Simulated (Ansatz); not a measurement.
Polymorphs of AgW, each relaxed with the program Ansatz at the r²SCAN level (PAW):

A: Cmcm
a = 2.7030 Å, b = 11.0399 Å, c = 4.4783 Å, α = 90.00°, β = 90.00°, γ = 90.00°

```csv
atom,site,symmetry,x,y,z
Ag,4c,m2m,0.0000,0.3142,0.2500
W,4c,m2m,0.0000,0.0583,0.2500
```

B: Pmma
a = 4.6004 Å, b = 2.7163 Å, c = 5.2256 Å, α = 90.00°, β = 90.00°, γ = 90.00°

```json
[
 {"atom": "W", "site": "2e", "symmetry": "mm2", "x": "0.7500", "y": "0.0000", "z": "0.1301"},
 {"atom": "Ag", "site": "2f", "symmetry": "mm2", "x": "0.2500", "y": "0.5000", "z": "0.3641"}
]
```

C: rock salt (Fm-3m)
a = b = c = 5.3010 Å, α = β = γ = 90.00°

| atom | site | symmetry | x | y | z |
|---|---|---|---|---|---|
| Ag | 4a | m-3m | 0.0000 | 0.0000 | 0.0000 |
| W | 4b | m-3m | 0.5000 | 0.5000 | 0.5000 |

Question: Order them by energy per atom at 0 K (lowest first) at the level r²SCAN.

Answer: B (+0 meV/atom), A (+57 meV/atom), C (+1452 meV/atom)

Typed or built starts, not in the databases checked: A; B; C. Unstable at this level: C. All cells were relaxed under the symmetry of their starts (and spin orders); stability against distortions was not tested throughout. Rows with no word on spin ran without spin polarisation. Spin–orbit coupling is left out wherever it is not named.

Energies hold the estimated change up to a 700 eV cutoff; steps of a few meV lie near the error of the meshes.

Potentials: the later of the program's two PAW sets.
